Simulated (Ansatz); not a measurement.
Relaxed Sc (hcp, Mg type):

```yaml
crystal:
  lattice:
    - [3.27714, 0.00000, 0.00000]
    - [-1.63857, 2.83808, 0.00000]
    - [0.00000, 0.00000, 5.08539]
  atoms:
    - { symbol: Sc, position: [0.33333, 0.66667, 0.75000] }
    - { symbol: Sc, position: [0.66667, 0.33333, 0.25000] }
```

In each cell atom 1 (Sc, nearest neighbour Sc at 3.169 Å; its periodic images, 3.3 Å or more away, move with it) moves by s·(1.000, 0.000, 0.000) (along Cartesian x), the rest being held.

These are PBEsol (plane waves to 420 eV, PAW, scalar-relativistic; Ansatz, a first-principles code) values and carry that method's errors. k mesh 13×13×8 (Γ-centred), Fermi-Dirac smearing 0.05 eV. E stands for the smeared free energy. With partly filled bands, energies and forces of such displacements shift with the k mesh and the smearing. F∥ is the force on the atom along that direction. F⊥ is the part of the force across the line. Sc is run without spin polarisation. Sc was relaxed with its symmetry unable to fall. The zero of ΔE is the undisplaced structure.

```
s (Å)   |F⊥| (eV/Å)  F∥ (eV/Å)  ΔE (meV/cell)
------  -----------  ---------  -------------
-0.630        0.224        [?]            264
-0.504          [?]      0.645            180
-0.378          [?]      0.533            105
-0.252        0.041      0.372             48
-0.126          [?]      0.191             12
0.000         0.000      0.000              0
0.126           [?]     -0.191             12
0.252         0.041     -0.372             48
0.378           [?]     -0.533            105
0.504           [?]     -0.645            180
0.630         0.224        [?]            264
```

Problem. Some entries are withheld; supply them.

Solution. 
- -0.630, F∥ (eV/Å): 0.679
- -0.504, |F⊥| (eV/Å): 0.142
- -0.378, |F⊥| (eV/Å): 0.084
- -0.126, |F⊥| (eV/Å): 0.013
- 0.126, |F⊥| (eV/Å): 0.013
- 0.378, |F⊥| (eV/Å): 0.084
- 0.504, |F⊥| (eV/Å): 0.142
- 0.630, F∥ (eV/Å): -0.679

(For displaced atoms, the force is minus the slope of the energy, and its curvature is a force constant, which sets phonon frequencies.)
